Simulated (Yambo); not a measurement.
G0W0@LDA for MgO (rock salt, space group Fm-3m, No. 225) in Yambo. Reference settings: 6×6×6 Γ-centred k mesh, bands 2 to 71 and a 14 Ry block in the screening, 71 bands in G with the Bruneval-Gonze terminator, plasmon pole fitted at 27.2 eV. The LDA gap Γ → Γ on this mesh is 5.07 eV; G0W0 gaps are taken between the same points.

```csv
change from the reference,G0W0 gap Γ → Γ (eV),shift of the valence edge (eV)
reference settings,7.88,-1.55
"15 bands in W, 15 bands in G, no terminator",7.89,-0.65
"39 bands in W, 39 bands in G, 11 Ry block",7.82,-1.42
"15 bands in W, 15 bands in G, 11 Ry block",8.06,-1.18
"5 Ry block, no terminator",[?],-1.21
2 Ry block,7.37,-1.22
"39 bands in W, 39 bands in G, 8 Ry block",[?],-1.38
4×4×4 mesh,7.89,-1.52
```

Task: Estimate the withheld gaps from the other rows; the computed values follow.

Result: 
- 5 Ry block, no terminator, G0W0 gap Γ → Γ (eV): 7.41
- 39 bands in W, 39 bands in G, 8 Ry block, G0W0 gap Γ → Γ (eV): 7.77

The reference isn't shown to be the converged limit.

Geometry relaxed with LDA; primitive cell a = b = c = 2.9414 Å, α = β = γ = 60.00°.

A shift is the quasiparticle energy of the state minus its LDA energy.
